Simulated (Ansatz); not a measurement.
GaPt:
```
CELL_PARAMETERS angstrom
      4.91935     0.00000     0.00000
      0.00000     4.91935     0.00000
      0.00000     0.00000     4.91935
ATOMIC_POSITIONS crystal
  Ga 0.09281 0.09281 0.09281
  Ga 0.40719 0.90719 0.59281
  Ga 0.59281 0.40719 0.90719
  Ga 0.90719 0.59281 0.40719
  Pt 0.39900 0.39900 0.39900
  Pt 0.10100 0.60100 0.89900
  Pt 0.89900 0.10100 0.60100
  Pt 0.60100 0.89900 0.10100
```

Relaxed with r²SCAN. Special points in fractions of this cell's reciprocal vectors: Γ (0.000, 0.000, 0.000); X (0.000, 0.500, 0.000); M (0.500, 0.500, 0.000); R (0.500, 0.500, 0.500); X1 (0.500, 0.000, 0.000).

Q: List the band energies nearest the Fermi level at these points for DFT-r²SCAN with spin–orbit coupling in the program Ansatz with PAW potentials.

A: In eV from the Fermi level; about four levels below and three above (degenerate sets whole), none deeper than 8.9 eV; points with the same levels are listed once.

```csv
k,below,above
Γ,-0.19 -0.19 -0.19 -0.19,3.28 3.28 3.28 3.28
X,-0.97 -0.97 -0.60 -0.60,1.20 1.20 1.34 1.34
M,-2.12 -2.12 -2.12 -2.12,0.18 0.18 0.18 0.18
R,-0.84 -0.84 -0.84 -0.84 -0.84 -0.84,5.62 5.62 5.94 5.94 5.94 5.94 5.94 5.94
```

Space group P2_13. The first step of the workflow began from a Materials Project structure, measured or hypothetical; the Crystallography Open Database copy checked does not list it. With Ga and Pt taken as one species the cell has the higher symmetry Pa-3, so it may be an ordered model of a mixed-site phase. Its standing as an ambient phase is unchecked. The r²SCAN relaxation kept the symmetry of its start; of distortions, only those at the zone centre were tested. No spin polarisation was allowed.

Potentials: the earlier of the program's two PAW sets.
